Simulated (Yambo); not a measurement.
A G0W0@PBEsol run in Yambo for Li2PtH6 (space group Fm-3m, No. 225) (4×4×4 Γ-centred k mesh, bands 7 to 135 and a 8 Ry block in the screening, 135 bands in G with the Bruneval-Gonze terminator, plasmon pole fitted at 27.2 eV) gives these matrix elements, in eV, at the band edges ((0, 0.25, -0.25) → X):

```json
[
 {"state": "valence edge", "E0": "0.000", "<Vxc>": "-12.330", "<Σx>": "-15.375", "<Σc(E0)>": "1.614", "Z": "0.813"},
 {"state": "conduction edge", "E0": "2.863", "<Vxc>": "-13.791", "<Σx>": "-10.123", "<Σc(E0)>": "-2.744", "Z": "0.829"}
]
```

Problem. Solve the linearised quasiparticle equation for both states, give the gap, and say how exchange and correlation each act on it.

Solution. E = E0 + Z(Σx + Σc − Vxc). Valence: 0.000 + 0.813 × (-15.375 + (1.614) − (-12.330)) = -1.16 eV. Conduction: 2.863 + 0.829 × (-10.123 + (-2.744) − (-13.791)) = 3.63 eV. The gap is 4.79 eV, against 2.86 eV in PBEsol. Replacing Vxc by bare exchange alone would open it by 6.71 eV; correlation takes back 4.36 eV of that, and Z scales what is left. Nearest settings tried, and what they do to the gap: 1 Ry block (27 vectors against 229): -263 meV. Not varied: bands in G, bands in W, mesh. So the settings aren't converged at that level. The mesh misses a band edge: along a dense path the PBEsol gap is 2.69 eV against 2.86 eV on the mesh. Without spin-orbit coupling, band edges of such heavy elements can be off by tenths of an eV.

Geometry of the Materials Project entry, not relaxed at this level; primitive cell a = b = c = 4.702 Å, α = β = γ = 60.00°.

The structure is a Materials Project entry; no match was found in the copy of COD used, and its stability was not checked.
